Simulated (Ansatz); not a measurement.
Tc:
```yaml
crystal:
  lattice:
    - [2.72931, 0.00000, 0.00000]
    - [-1.36465, 2.36365, 0.00000]
    - [0.00000, 0.00000, 8.74358]
  atoms:
    - { symbol: Tc, position: [0.00000, 0.00000, 0.00000] }
    - { symbol: Tc, position: [0.00000, 0.00000, 0.50000] }
    - { symbol: Tc, position: [0.33333, 0.66667, 0.25000] }
    - { symbol: Tc, position: [0.66667, 0.33333, 0.75000] }
```

Relaxed with PBE+D3(BJ). Special points in fractions of this cell's reciprocal vectors: Γ (0.000, 0.000, 0.000); M (0.500, 0.000, 0.000); K (0.333, 0.333, 0.000); A (0.000, 0.000, 0.500); L (0.500, 0.000, 0.500); H (0.333, 0.333, 0.500).

List the band energies nearest the Fermi level at these points for the program Ansatz at the PBE+D3(BJ) level (PAW).

In eV from the Fermi level; about four levels below and three above (degenerate sets whole), none deeper than 8.9 eV; points with the same levels are listed once.

```
k                                below                above
-  -----------------------------------  -------------------
Γ              -1.31 -1.31 -1.20 -1.20  0.25 0.25 0.98 0.98
M              -2.43 -2.06 -1.51 -0.64       0.04 0.05 2.07
K        -1.90 -1.90 -1.86 -0.15 -0.15       1.24 1.24 2.29
A  -1.52 -1.52 -1.52 -1.52 -0.02 -0.02  0.72 0.72 0.72 0.72
L              -1.50 -1.50 -0.07 -0.07  0.61 0.61 2.08 2.08
H              -1.94 -1.94 -0.13 -0.13  0.79 0.79 2.46 2.46
```

Space group P6_3/mmc (dhcp (α-La type)). The workflow started from a Materials Project entry (that database holds measured and hypothetical structures alike). Its sites differ from those of the usual phase in this space group: another stacking or structure type. The cell was relaxed with PBE+D3(BJ) under the symmetry of its start; whether a distortion lowers the energy is not shown. No spin polarisation was allowed. The pairwise dispersion correction was not fitted to metals. Scalar-relativistic: spin–orbit coupling is off unless named, which matters more the heavier the elements.

Potentials: the later of the program's two PAW sets.
